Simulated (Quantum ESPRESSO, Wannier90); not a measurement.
**Wannierisation of SiC (zinc blende)**

```
SiC
1.0
    0.00000     2.17699     2.17699
    2.17699     0.00000     2.17699
    2.17699     2.17699     0.00000
Si C
1 1
Cartesian
 -1.08850  -1.08850  -1.08850
  0.00000   0.00000   0.00000
```

Materials Project entry mp-8062; symmetrised, unrelaxed at this level. COD (Crystallography Open Database) has the formula in 5 space groups, this one among them (matched by group alone). Method: PBEsol plane waves in Quantum ESPRESSO 7.5 (PseudoDojo norm-conserving files, 66 Ry, no spin polarisation, no spin-orbit coupling), Bloch states on a 10×10×10 mesh through Γ, Wannier90 4.0.1. Density: 12×12×12 mesh, cold smearing 0.01 Ry.

Functional, cutoff and mesh named above are those of the base row (66); the first column says what each row takes instead. Model: 4 functions from bands 1-4, start SCDM (isolated) (the valence bands). Energies are relative to the valence-band maximum; the misfit is to pw.x on a path, for all bands of the set. Only the plane-wave cutoff changes (density cutoff four times as high). Ω_total can sit in another minimum from row to row; Ω_I of an isolated set cannot.

```csv
ecutwfc (Ry),Ω_I (Å²),Ω_total (Å²),rms misfit (meV),gap (eV),ΔE to highest cutoff (meV/atom),"plane waves a k-point, about (cost)",rough cost of nscf and overlaps (first row = 1)
33,4.24,4.84,5.8,1.157,610.4,450,1.0
41,4.21,4.82,2.8,1.190,260.4,620,1.1
50,4.20,4.80,2.4,1.231,88.1,830,1.6
66,4.19,4.80,2.0,?,?,1300,2.0
82,4.19,4.80,2.0,1.238,0.3,1700,2.7
103,4.19,4.80,2.0,1.238,0.0,2500,3
```

Problem. Some entries are withheld; supply them.

Solution. 
- 66, gap (eV): 1.236
- 66, ΔE to highest cutoff (meV/atom): 8.8
